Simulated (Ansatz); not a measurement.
C (diamond)

```
C
1.0
    0.00000     1.78581     1.78581
    1.78581     0.00000     1.78581
    1.78581     1.78581     0.00000
C
2
Cartesian
  1.78581   1.78581   1.78581
  2.67871   2.67871   2.67871
```

E(V) scan at fixed shape, V₀ the volume above. Symmetry pins the atoms to their sites.

Computed with PBE (plane waves to 420 eV, PAW, scalar-relativistic; Ansatz, a quantum-chemistry and plane-wave program). k mesh 16×16×16 (Γ-centred), Fermi-Dirac smearing 0.05 eV. The energy includes the smearing's −TS. C was relaxed with its symmetry unable to fall. The PAW data are Ansatz's earlier set. The zero of ΔE is the relaxed starting cell.

What ΔE (kJ/mol of atoms) does the calculation give at V/V₀ = 0.940, 0.952, 1.036, 1.048, 1.060?


```json
[
 {"V/V₀": "0.940", "ΔE (kJ/mol of atoms)": "2.94"},
 {"V/V₀": "0.952", "ΔE (kJ/mol of atoms)": "1.85"},
 {"V/V₀": "1.036", "ΔE (kJ/mol of atoms)": "0.91"},
 {"V/V₀": "1.048", "ΔE (kJ/mol of atoms)": "1.59"},
 {"V/V₀": "1.060", "ΔE (kJ/mol of atoms)": "2.44"}
]
```

(A scan under strain: stresses follow from slopes of the energy per volume, elastic moduli from its curvatures.)
